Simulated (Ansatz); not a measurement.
**Two-dimensional strain map in CsRb**

All numbers below come from Ansatz 0.2.0, DFT LDA, scalar-relativistic, plane waves, PAW. Settings: plane waves to 420 eV, k-mesh 10×10×6 (Γ-centred), Gaussian smearing 0.15 eV. No spin polarisation. Energies are free energies at this smearing, counted from the undisturbed cell; pressure is positive in compression.

Reference structure (as given, not relaxed at this level; it stands at -0.4 GPa, and it needn't be the usual structure):

```yaml
crystal:
  lattice:
    - [3.03786, -4.25315, 0.00000]
    - [3.03786, 4.25315, 0.00000]
    - [0.00000, 0.00000, 8.38994]
  atoms:
    - { symbol: Cs, position: [0.00000, 0.00000, 0.00000] }
    - { symbol: Rb, position: [0.50000, 0.50000, 0.50000] }
```

The cell is strained by p along both x and y and by q along z, fractional coordinates fixed. Points are written (p, q).

Energy above the undisturbed cell in meV/atom (a dash: not computed):

| p \ q | -0.030 | 0.000 | 0.030 |
| --- | --- | --- | --- |
| -0.030 | -22.9 | -15.9 | -7.3 |
| 0.000 | -8.6 | 0.0 | 9.9 |
| 0.030 | 9.7 | 19.7 | – |

Pressure in GPa:

```csv
p \ q,-0.030,0.000,0.030
-0.030,-0.3,-0.4,-0.4
0.000,-0.4,-0.4,-0.5
0.030,-0.5,-0.5,–
```